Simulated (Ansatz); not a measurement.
Nb4CoP:
```cif
data_Co2Nb8P2
_chemical_formula_sum 'P2 Co2 Nb8'
_space_group_name_H-M_alt 'P4/mcc'
_space_group_IT_number 124
_space_group_name_Hall '-P 4 2c'
_cell_length_a 6.12171
_cell_length_b 6.12171
_cell_length_c 4.99855
_cell_angle_alpha 90.000
_cell_angle_beta 90.000
_cell_angle_gamma 90.000
loop_
_atom_site_label
_atom_site_type_symbol
_atom_site_symmetry_multiplicity
_atom_site_Wyckoff_symbol
_atom_site_fract_x
_atom_site_fract_y
_atom_site_fract_z
_atom_site_occupancy
P1 P 2 c 0.50000 0.50000 0.25000 1
Co1 Co 2 a 0.00000 0.00000 0.25000 1
Nb1 Nb 8 m 0.33378 0.15786 0.00000 1
```

Relaxed with r²SCAN.

Task: Tabulate the valence density and the electron localisation function along the shortest P–P contact (2.50 Å), r²SCAN in the plane-wave PAW code Ansatz.

Result: 

```
distance from P (Å)  density (e/Å³)   ELF
-------------------  --------------  ----
0.25                           0.14  0.00
0.37                           0.30  0.03
0.50                           0.50  0.20
0.62                           0.62  0.48
0.75                           0.64  0.63
0.87                           0.58  0.66
1.00                           0.51  0.62
1.12                           0.46  0.57
1.25                           0.44  0.55
1.37                           0.46  0.57
1.50                           0.51  0.62
1.62                           0.58  0.66
1.75                           0.64  0.63
1.87                           0.62  0.48
2.00                           0.50  0.20
2.12                           0.30  0.03
2.25                           0.14  0.00
```

The density is the valence pseudo-density with augmentation charge, so density and ELF within about 1 Å of a nucleus are not all-electron values.

The workflow started from an entry of the Crystallography Open Database (COD). Whether it is the stable phase at ambient conditions was not checked. Symmetry was held in the r²SCAN relaxation; whether a distortion lowers the energy is not shown. The workflow began spin-polarised and lost its moments.

Potentials: the later of the program's two PAW sets.
